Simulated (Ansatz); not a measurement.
Al:
```xyz
6
Lattice="0.0000 3.7419 3.7419 3.7419 0.0000 3.7419 3.7419 3.7419 0.0000" Properties=species:S:1:pos:R:3 pbc="T T T"
Al     5.6128     5.6128     5.6128
Al     3.7419     3.7419     3.7419
Al     2.8064     0.9355     2.8064
Al     0.9355     0.9355     0.9355
Al     0.9355     2.8064     2.8064
Al     2.8064     2.8064     0.9355
```

Relaxed with PBE. Special points in fractions of this cell's reciprocal vectors: Γ (0.000, 0.000, 0.000); X (0.500, 0.000, 0.500); U (0.625, 0.250, 0.625); K (0.375, 0.375, 0.750); L (0.500, 0.500, 0.500); W (0.500, 0.250, 0.750).

### Question
List the band energies nearest the Fermi level at these points for plane-wave PAW PBE (Ansatz code).

### Answer
In eV from the Fermi level; about four levels below and three above (degenerate sets whole), none deeper than 8.9 eV; points with the same levels are listed once.

```tsv
k	below	above
Γ	-0.41 -0.21 -0.21 -0.21	7.98 7.98 7.98
X	-5.65 -5.65 -5.36 -5.36	1.26 1.26 1.44 1.44
U	-2.77 -0.74 -0.40 -0.03	0.32 2.17 2.60
L	-3.63 -3.63 -3.32 -3.32 -3.13	0.58 1.20 1.20
W	-2.70 -2.70 -2.12 -2.12	1.95 1.95 2.46 2.46
```

Space group Fd-3m. The start of the workflow was typed in or built on a structure type; neither database checked (COD, Materials Project) lists it. It is not the phase usual at ambient conditions (space group No. 225). The cell was relaxed with PBE under the symmetry of its start; its stability against distortions is not shown here.

Potentials: the later of the program's two PAW sets.
